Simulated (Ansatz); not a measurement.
Relaxed-ion elastic tensor of TaC (rock salt, Fm-3m) in GPa (Voigt order), DFT-LDA in the program Ansatz with PAW potentials; density 14.91 g/cm³, 10.75 Å³ per atom.

|  | 1 | 2 | 3 | 4 | 5 | 6 |
|---|---|---|---|---|---|---|
| 1 | 815 | 131 | 131 | 0.0 | 0.0 | 0.0 |
| 2 | 131 | 815 | 131 | 0.0 | 0.0 | 0.0 |
| 3 | 131 | 131 | 815 | 0.0 | 0.0 | 0.0 |
| 4 | 0.0 | 0.0 | 0.0 | 190 | 0.0 | 0.0 |
| 5 | 0.0 | 0.0 | 0.0 | 0.0 | 190 | 0.0 |
| 6 | 0.0 | 0.0 | 0.0 | 0.0 | 0.0 | 190 |

### Question
Is the crystal mechanically stable?

### Answer
Yes: the smallest eigenvalue of C is 190 GPa.

### Question
Work out the Voigt, Reuss and Hill averages.

### Answer
K_V = 359, K_R = 359, K_H = 359; G_V = 251, G_R = 231, G_H = 241 GPa.

### Question
Give Young's modulus, Poisson's ratio, Pugh's ratio and the universal anisotropy index.

### Answer
E = 9KG/(3K + G) = 590 GPa; ν = 0.23; K/G = 1.49 (brittle by the Pugh limit of 1.75); A_U = 5G_V/G_R + K_V/K_R − 6 = 0.43.

### Question
Estimate the sound speeds and the Debye temperature.

### Answer
v_l = √((K + 4G/3)/ρ) = 6750 m/s, v_t = √(G/ρ) = 4020 m/s, mean 4450 m/s; Θ = (h/k)(3n/4πV)^(1/3) v_m = 600 K.

### Question
Give the Zener ratio and Young's modulus along [100], [110] and [111].

### Answer
A = 2C44/(C11 − C12) = 0.55; 1/E = S11 − 2(S11 − S12 − S44/2)Γ with Γ = 0, 1/4, 1/3 gives 778, 534, 484 GPa.

The cell was relaxed with LDA under the symmetry of its start; of distortions, only those at the zone centre were tested. The run is not spin-polarised. As this level gives no gap, shear constants depend on the k-mesh and smearing (Fermi–Dirac, 0.1 eV here). Spin–orbit coupling is left out wherever it is not named.

Potentials: the later of the program's two PAW sets.
